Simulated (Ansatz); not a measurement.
## Si: energy along a strain

Si, Fd-3m, a = 5.444 Å. Ansatz: r2SCAN, PAW, 500 eV, Γ-centred 8×8×8 mesh on 2 atoms, Gaussian smearing 0.05 eV; no spin polarisation. Cell vectors (Å): 0.000 2.722 2.722; 2.722 0.000 2.722; 2.722 2.722 0.000. The cell is strained by x per cent times the pattern (1 -1 0 0 0 0) in the order xx yy zz yz xz xy (engineering shears), with fractional coordinates held. y is the free energy over the start, V0 = 20.170 Å³/atom. Symmetry makes y even in x.

```tsv
x (%)	y (meV/atom)
-4.00	?
-2.00	5.35
0.00	0.00
0.50	0.34
1.00	1.34
1.50	3.01
2.50	8.36
3.00	12.04
3.50	16.38
```

Q: Fit y = c2 x² + c4 x⁴ to the other rows, get the stiffness along the pattern, and predict the missing energy.

A: Least squares on the rows shown. y = 1.3383 x² − 8.8164×10⁻⁵ x⁴. The clamped-ion stiffness p·C·p = 2 × 13.38 eV × 160.2 / 20.170 Å³ = 213 GPa. At x = -4.00 the fit asked for gives 21.39 meV/atom. The run gave 21.39 meV/atom, the same to the digits shown.